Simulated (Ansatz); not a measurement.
A relaxation of cell and atoms of La2ScN3 in the borrowed Li2HfO3 type (No. 12) with the PAW code Ansatz, at the level r2SCAN+rVV10. The starting cell comes from a relaxation with PBEsol.

```yaml
crystal:
  lattice:
    - [5.6285162679, -2.4788038068, -0.7860005722]
    - [5.6285162679, 2.4788038068, -0.7860005722]
    - [-0.6037019675, 0.0, 3.4427736082]
  atoms:
    - { symbol: La, position: [0.6638885475, 0.6638885475, 0.663829272] }
    - { symbol: La, position: [0.3361114525, 0.3361114525, 0.336170728] }
    - { symbol: Sc, position: [0.0, 0.0, 0.0] }
    - { symbol: "N", position: [0.8579365617, 0.8579365617, 0.357830218] }
    - { symbol: "N", position: [0.5, 0.5, 0.0] }
    - { symbol: "N", position: [0.1420634383, 0.1420634383, 0.642169782] }
kpoints:
  mp_grid: { grid: [8, 8, 8] }
hamiltonian:
  xc: r2scan
  dispersion: rvv10
scf:
  occupations: { method: fermi_dirac, width: 0.03 }
relax:
  f_tol: 0.01
  cell: {}
  max_steps: 120
output:
  write_density: true
  write_potential: true
  elf: true
  volumetric_format: npy
```

The trajectory has 7 recorded frames, each with fractional positions and then forces in eV/Å along x, y and z. Some frames, the last among them, repeat a geometry solved again on a basis re-selected at its cell; pressure is positive in compression.

Step 1: energy 0.0 meV/atom from step 1, largest force component 0.059 eV/Å, pressure +3.31 GPa; a = 6.200 Å, b = 6.200 Å, c = 3.495 Å, α = 106.36°, β = 106.36°, γ = 47.13°
```
La 0.6639 0.6639 0.6638     0.059   0.000   0.010
La 0.3361 0.3361 0.3362    -0.059   0.000  -0.010
Sc 0.0000 0.0000 0.0000     0.000   0.000   0.000
N  0.8579 0.8579 0.3578     0.041   0.000   0.007
N  0.5000 0.5000 0.0000     0.000   0.000   0.000
N  0.1421 0.1421 0.6422    -0.041   0.000  -0.007
```

Step 2 (rejected): energy +13.2 meV/atom from step 1, largest force component 0.454 eV/Å, pressure -5.74 GPa; a = 6.357 Å, b = 6.357 Å, c = 3.551 Å, α = 106.22°, β = 106.22°, γ = 46.96°
```
La 0.6623 0.6623 0.6623    -0.205   0.000  -0.036
La 0.3377 0.3377 0.3377     0.205   0.000   0.036
Sc 0.0000 0.0000 0.0000     0.000   0.000   0.000
N  0.8620 0.8620 0.3618    -0.454   0.000  -0.079
N  0.5000 0.5000 0.0000     0.000   0.000   0.000
N  0.1380 0.1380 0.6382     0.454   0.000   0.079
```

Step 3: energy -3.3 meV/atom from step 1, largest force component 0.125 eV/Å, pressure -0.17 GPa; a = 6.253 Å, b = 6.253 Å, c = 3.520 Å, α = 106.35°, β = 106.35°, γ = 47.18°
```
La 0.6628 0.6628 0.6627     0.125   0.000   0.022
La 0.3372 0.3372 0.3373    -0.125   0.000  -0.022
Sc 0.0000 0.0000 0.0000     0.000   0.000   0.000
N  0.8577 0.8577 0.3576     0.001   0.000   0.001
N  0.5000 0.5000 0.0000     0.000   0.000   0.000
N  0.1423 0.1423 0.6424    -0.001   0.000  -0.001
```

Step 4: energy -3.7 meV/atom from step 1, largest force component 0.043 eV/Å, pressure -0.08 GPa; a = 6.246 Å, b = 6.246 Å, c = 3.515 Å, α = 106.34°, β = 106.34°, γ = 47.28°
```
La 0.6636 0.6636 0.6636    -0.021   0.000  -0.004
La 0.3364 0.3364 0.3364     0.021   0.000   0.004
Sc 0.0000 0.0000 0.0000     0.000   0.000   0.000
N  0.8579 0.8579 0.3578    -0.043   0.000  -0.007
N  0.5000 0.5000 0.0000     0.000   0.000   0.000
N  0.1421 0.1421 0.6422     0.043   0.000   0.007
```

Step 5: energy -3.9 meV/atom from step 1, largest force component 0.013 eV/Å, pressure 0.00 GPa; a = 6.234 Å, b = 6.234 Å, c = 3.513 Å, α = 106.37°, β = 106.37°, γ = 47.61°
```
La 0.6639 0.6639 0.6639    -0.011   0.000  -0.002
La 0.3361 0.3361 0.3361     0.011   0.000   0.002
Sc 0.0000 0.0000 0.0000     0.000   0.000   0.000
N  0.8569 0.8569 0.3568     0.013   0.000   0.003
N  0.5000 0.5000 0.0000     0.000   0.000   0.000
N  0.1431 0.1431 0.6432    -0.013   0.000  -0.003
```

Step 6: energy -3.9 meV/atom from step 1, largest force component 0.002 eV/Å, pressure 0.00 GPa; a = 6.233 Å, b = 6.233 Å, c = 3.512 Å, α = 106.36°, β = 106.36°, γ = 47.65°
```
La 0.6639 0.6639 0.6639    -0.001   0.000   0.000
La 0.3361 0.3361 0.3361     0.001   0.000   0.000
Sc 0.0000 0.0000 0.0000     0.000   0.000   0.000
N  0.8570 0.8570 0.3569    -0.002   0.000   0.000
N  0.5000 0.5000 0.0000     0.000   0.000   0.000
N  0.1430 0.1430 0.6431     0.002   0.000   0.000
```

Step 7: energy -4.1 meV/atom from step 1, largest force component 0.002 eV/Å, pressure 0.00 GPa; a = 6.233 Å, b = 6.233 Å, c = 3.512 Å, α = 106.36°, β = 106.36°, γ = 47.65°
```
La 0.6639 0.6639 0.6639    -0.001   0.000   0.000
La 0.3361 0.3361 0.3361     0.001   0.000   0.000
Sc 0.0000 0.0000 0.0000     0.000   0.000   0.000
N  0.8570 0.8570 0.3569    -0.002   0.000   0.000
N  0.5000 0.5000 0.0000     0.000   0.000   0.000
N  0.1430 0.1430 0.6431     0.002   0.000   0.000
```

In 6 steps the volume changed by +2.4 %; between the first SCF and the last, each on a basis chosen for its cell, the energy fell by 4.1 meV an atom. At the end: space group Immm (No. 71), orthorhombic; a = 3.512 Å, b = 5.035 Å, c = 10.849 Å in the conventional setting, 15.99 Å³ an atom. La is surrounded by 6 N at 2.50–2.73 Å; Sc is surrounded by 6 N at 2.34–2.52 Å; N is surrounded by 2 Sc at 2.34 Å and 4 La at 2.53–2.73 Å; N is surrounded by 4 La at 2.50 Å and 2 Sc at 2.52 Å.

Run as `ansatz run input.yaml --threads 2 --pin off --max-ram 2211MiB --backend cpu --events-out ev --progress --plain --runs-dir out`.

Task: What wall time did it need on 2 threads of Intel(R) Xeon(R) Platinum 8259CL CPU @ 2.50GHz (Skylake/Cascade Lake), on a shared host, load about 0.5 per core, and what peak of host memory did it reach?

Result: About 5.3 min, with a peak of 1.2 GiB.

(Calculated; spin-unpolarised; the phase may be known or hypothetical.)
